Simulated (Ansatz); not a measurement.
## RbLuS2: relaxation (Ansatz)

The command:

```bash
ansatz run input.yaml --threads 2 --pin off --max-ram 2560MiB --backend cpu --events-out ev --progress --plain --runs-dir out
```

The input file (Ansatz 0.2.0, plane waves):

```yaml
crystal:
  lattice:
    - [1.99824137, 1.15368273, 7.6231281]
    - [-1.99824137, 1.15368273, 7.6231281]
    - [0.0, -2.30736545, 7.6231281]
  atoms:
    - { symbol: Lu, position: [0.5, 0.5, 0.5] }
    - { symbol: S, position: [0.2303, 0.2303, 0.2303] }
    - { symbol: S, position: [0.7697, 0.7697, 0.7697] }
    - { symbol: Rb, position: [0.0, 0.0, 0.0] }
  symmetry: { tolerance: 0.0003 }
kpoints:
  mp_grid: { grid: [6, 6, 6], shift: [0, 0, 0] }
magnetization:
  spin_polarized: false
scf:
  occupations: { method: fermi_dirac }
  lower_state_search: "off"
hamiltonian:
  pseudopotentials: { kind: paw }
  xc: r2scan
basis:
  ecutwfc: 500
  fft_grid_basis: typed
relax:
  max_steps: 60
  cell: { p_target: 0.0 }
  f_tol: 0.03
output:
  forces: true
  stress: true
  eigenvalues: true
  bader: true
  populations: true
  elf: true
  write_potential: true
  volumetric_format: npy
  dos:
    e_range: [-12, 8]
    de: 0.05
    projected: { site_lists: { Lu: [Lu], Rb: [Rb], S: [S] } }
checkpoint:
  read: saved_state
```

Origin of the cell: a database entry, scaled a little.

The smearing width isn't typed, so it takes its default of 0.1 eV.

The saved state is a converged single point of the same cell.

Steps («new basis» is an SCF on plane waves selected anew at the same cell):

```tsv
step	ΔF (meV/atom)	max force component (eV/Å)	P (GPa)	volume (Å³)	SCF iterations	step was
1	0.0	0.159	-0.68	105.44	7	accepted
2	0.3	0.234	0.69	103.97	6	rejected
3	-1.2	0.018	-0.09	104.68	9	accepted
4	-1.2	0.003	0.01	104.53	6	accepted
5	-1.2	0.003	0.01	104.53	6	new basis
```

Step 1, with forces in eV/Å:

```xyz
4
Lattice="1.998 1.154 7.623 -1.998 1.154 7.623 0.000 -2.307 7.623" Properties=species:S:1:pos:R:3:forces:R:3 pbc="T T T" step=1
Lu    0.000    0.000   11.435    0.000    0.000    0.000
S     0.000    0.000    5.267    0.000    0.000   -0.159
S     0.000    0.000   17.603    0.000    0.000    0.159
Rb    0.000    0.000    0.000    0.000    0.000    0.000
```

Step 3, with forces in eV/Å:

```xyz
4
Lattice="1.990 1.149 7.631 -1.990 1.149 7.631 0.000 -2.298 7.631" Properties=species:S:1:pos:R:3:forces:R:3 pbc="T T T" step=3
Lu    0.000    0.000   11.447    0.000    0.000    0.000
S     0.000    0.000    5.261    0.000    0.000   -0.018
S     0.000    0.000   17.633    0.000    0.000    0.018
Rb    0.000    0.000    0.000    0.000    0.000    0.000
```

Step 5, with forces in eV/Å:

```xyz
4
Lattice="1.987 1.147 7.640 -1.987 1.147 7.640 0.000 -2.295 7.640" Properties=species:S:1:pos:R:3:forces:R:3 pbc="T T T" step=5
Lu    0.000    0.000   11.460    0.000    0.000    0.000
S     0.000    0.000    5.266    0.000    0.000   -0.003
S     0.000    0.000   17.654    0.000    0.000    0.003
Rb    0.000    0.000    0.000    0.000    0.000    0.000
```

```
Free energy lowered by                                                                 : 1.2 meV/atom
Volume change                                                                          : -0.86 %
Final pressure                                                                         : 0.01 GPa
Relaxation steps listed                                                                : 5
Formation energy (elements under the same functional, gases as molecules, uncorrected) : -2.110 eV/atom
Gap on the mesh                                                                        : 2.67 eV
```

Caveats: no spin-orbit coupling, though heavy elements are present; the relaxation held the start's symmetry, so the end may be a saddle point.

The run took 2.1 min on 2 threads of Arm Neoverse N1, with other jobs on the host, peak memory 1.5 GiB, from a saved density.
